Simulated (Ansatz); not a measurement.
Al2Cu (Al2Cu type, space group I4/mcm)

```yaml
crystal:
  lattice:
    - [-3.00310, 3.00310, 2.39527]
    - [3.00310, -3.00310, 2.39527]
    - [3.00310, 3.00310, -2.39527]
  atoms:
    - { symbol: Al, position: [0.65900, 0.15900, 0.81801] }
    - { symbol: Al, position: [0.84100, 0.65900, 0.50000] }
    - { symbol: Al, position: [0.15900, 0.34100, 0.50000] }
    - { symbol: Al, position: [0.34100, 0.84100, 0.18199] }
    - { symbol: Cu, position: [0.25000, 0.25000, 0.00000] }
    - { symbol: Cu, position: [0.75000, 0.75000, 0.00000] }
```

The slice is a (100) plane (indices of the conventional cell) through the point (0.159, 0.341, 0.500) (fractional), spanned by u = [110] and v = [101] in vectors of this cell: u (4.79 Å) and v (6.01 Å, at 90° to u). It covers one period; positions are fractions (u, v).

The numbers are results of r2SCAN (plane waves to 500 eV, PAW, scalar-relativistic; Ansatz, a first-principles code), not measurements. k mesh 12×12×12. Near the nuclei the fields are pseudised (PAW); where an atom keeps semicore shells as valence, they peak there. Al2Cu is run without spin polarisation. Al2Cu was relaxed with its symmetry unable to fall. The PAW data are Ansatz's earlier set.

### Question
Sketch the valence electron density on this plane as a map.

### Answer
```
|  :=+*+++=========+++*+=: |
|.:-=+*+++=========+++*+=-:|
|-==+**+++++++++++++++**+==|
|+++**+++++++++++++++++**++|
|****++++++*******++++++***|
|+++++++++***+++***++++++++|
|++++++++**++===++**+++++++|
|=====+++*++-:::-++*+++====|
|=====+++*+=:   :=+*+++====|
|=====++**+-.   .-+**++====|
|====+++**+=.   .=+**+++===|
|===+++****+-...-+****+++==|
|+++++******+=-=+******++++|
|+++*****##**+++**##*****++|
|*******####*****####******|
|**##########***##########*|
|###########*****##########|
|####%%%%%##*****##%%%%%###|
|###%%@@@%%##***##%%@@@%%##|
|###%%@@@@%###*###%@@@@%%##|
|###%%@@@@%%#####%%@@@@%%##|
|*###%@@@@%%#####%%@@@@%###|
|**##%%@@@%%#####%%@@@%%##*|
|***##%%%%%#######%%%%%##**|
|***#####################**|
|**###########*###########*|
|**######***********######*|
|+***##******+++******##***|
|==+******+++++++++******+=|
|.:-+****++++====+++****+-:|
|  :=+**+++=======+++**+=: |
|  .-+**++=========++**+-. |
```
Scale: ten equal steps from -1.33 (start of ' ') to -0.35 (end of '@'), in the order ' .:-=+*#%@'. Values: log₁₀ of the valence density in e/Å³. The map has 26 points along u (one character each, u = 0 at the left) and 32 along v (v = 0 in the bottom row). The scale is logarithmic, as a density can span decades between atoms and voids.
